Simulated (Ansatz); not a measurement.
Elements on the sites of an ideal fcc lattice, at a guessed lattice constant:

```xyz
20
Lattice="-6.6608 4.4405 2.2203 6.6608 4.4405 -2.2203 -2.2203 -4.4405 -6.6608" Properties=species:S:1:pos:R:3 pbc="T T T"
Al    2.2203    0.0000   -6.6608
Al    0.0000    2.2203   -6.6608
Ti    0.0000    2.2203   -2.2203
Mn   -4.4405    0.0000   -4.4405
Mn   -2.2203    2.2203   -4.4405
Mn   -4.4405    4.4405    0.0000
Mn   -2.2203    6.6608    0.0000
Fe    0.0000    6.6608   -2.2203
In    0.0000   -2.2203   -6.6608
In   -2.2203   -2.2203   -4.4405
In    0.0000    0.0000   -4.4405
In    2.2203    2.2203   -4.4405
In    0.0000    4.4405   -4.4405
In   -2.2203    0.0000   -2.2203
In    2.2203    4.4405   -2.2203
In    0.0000    0.0000    0.0000
In   -4.4405    2.2203   -2.2203
In   -2.2203    4.4405   -2.2203
In   -2.2203    2.2203    0.0000
In    0.0000    4.4405    0.0000
```

Cell and atoms were relaxed without symmetry on coarser meshes and computed once more. Theory: DFT PBEsol, scalar-relativistic, plane waves, PAW (Ansatz).

Settings: cutoff 420 eV, Γ-centred mesh 4×5×5 on the computed 20-atom cell, Gaussian smearing of 0.10 eV; collinear spin from starting moments 0 0 0 3.34 3.43 -3.71 -3.53 2.61 0 0 0 0 0 0 0 0 0 0 0 0 μB.

The relaxation ran on 2×2×2 (shifted) k points with a smearing of 0.1 eV, from sites shaken by 0.02 Å.

What does the relaxation give?

A volume of 19.37 Å³/atom and no gap on the mesh. The atoms leave their sites by 0.33 Å (root mean square) and 0.65 Å at most, and the cell stretches by up to 4.8 % at fixed volume. One magnetic start was tried.

```
CELL_PARAMETERS angstrom
-6.48284 4.01007 2.33276
6.56328 4.12418 -2.31965
-2.08011 -4.09707 -6.58176
ATOMIC_POSITIONS crystal
Al 0.08291 0.70867 0.82232
Al 0.51507 0.90322 0.87868
Ti 0.34609 0.44655 0.28633
Mn 0.61354 0.22714 0.80457
Mn 0.66938 0.53229 0.69847
Mn 0.88019 0.27306 0.20814
Mn 0.94212 0.59551 0.07390
Fe 0.85507 0.98156 0.34760
In 0.02395 0.31508 0.92299
In 0.15890 0.04677 0.69181
In 0.23033 0.42611 0.59737
In 0.24023 0.73705 0.46160
In 0.69417 0.86202 0.60822
In 0.31536 0.11802 0.40986
In 0.41828 0.81095 0.18178
In 0.93978 0.95326 0.03829
In 0.77732 0.25793 0.52648
In 0.80219 0.59684 0.39209
In 0.44566 0.17544 0.08759
In 0.54759 0.55121 0.99843
```

The final mesh leaves forces up to 0.23 eV/Å and stresses up to 0.3 GPa: the relaxation ran on a coarser mesh, so the cell's shape, its bonds and its energy belong partly to that mesh.

The k mesh is coarse.

Cost: 2 runs of about 19 core-minutes in all (earlier runs that led there not counted), on AMD EPYC 9R45 (Zen 5) (shared hosts).